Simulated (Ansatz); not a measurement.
TiB2:
```xyz
3
Lattice="-1.5821 1.5821 2.9814 1.5821 -1.5821 2.9814 1.5821 1.5821 -2.9814" Properties=species:S:1:pos:R:3 pbc="T T T"
Ti     0.0000     0.0000     0.0000
B      0.0000     0.0000     2.1939
B      0.0000     0.0000     3.7688
```

Relaxed with PBEsol. Special points in fractions of this cell's reciprocal vectors: Γ (0.000, 0.000, 0.000); X (0.000, 0.000, 0.500); P (0.250, 0.250, 0.250); N (0.000, 0.500, 0.000); M (0.500, 0.500, -0.500); S (0.320, 0.680, -0.320); S0 (-0.320, 0.320, 0.320); R (-0.141, 0.141, 0.500); G (0.500, 0.500, -0.141).

### Question
List the band energies nearest the Fermi level at these points for DFT-PBEsol in the program Ansatz with PAW potentials.

### Answer
In eV from the Fermi level; about four levels below and three above (degenerate sets whole), none deeper than 8.9 eV; points with the same levels are listed once.

```json
[
 {"k": "Γ", "below": "-4.26 -0.51 -0.51 -0.13", "above": "2.02 2.32 2.32"},
 {"k": "X", "below": "-3.52 -1.94 -1.48 -0.49", "above": "1.22 3.35 4.56"},
 {"k": "P", "below": "-8.48 -3.93 -3.93 -3.28", "above": "0.51 0.55 0.55"},
 {"k": "N", "below": "-6.60 -2.60 -2.00 -1.75", "above": "1.59 2.04 3.30"},
 {"k": "M", "below": "-6.87 -0.94 -0.33 -0.33", "above": "0.45 2.25 2.29 2.29"},
 {"k": "S", "below": "-5.85 -4.83 -1.82 -0.74", "above": "2.13 2.51 2.58"},
 {"k": "R", "below": "-4.82 -3.92 -2.35 -1.11", "above": "0.39 1.41 3.18"}
]
```

Space group I4/mmm (MoSi2 or CaC2 type). A made-up cell: these elements were put on the sites of a structure type; neither database checked (COD, Materials Project) lists it. It is not the phase usual at ambient conditions (space group No. 191). Symmetry was held in the PBEsol relaxation; whether a distortion lowers the energy is not shown. No spin polarisation was allowed.

Potentials: the later of the program's two PAW sets.
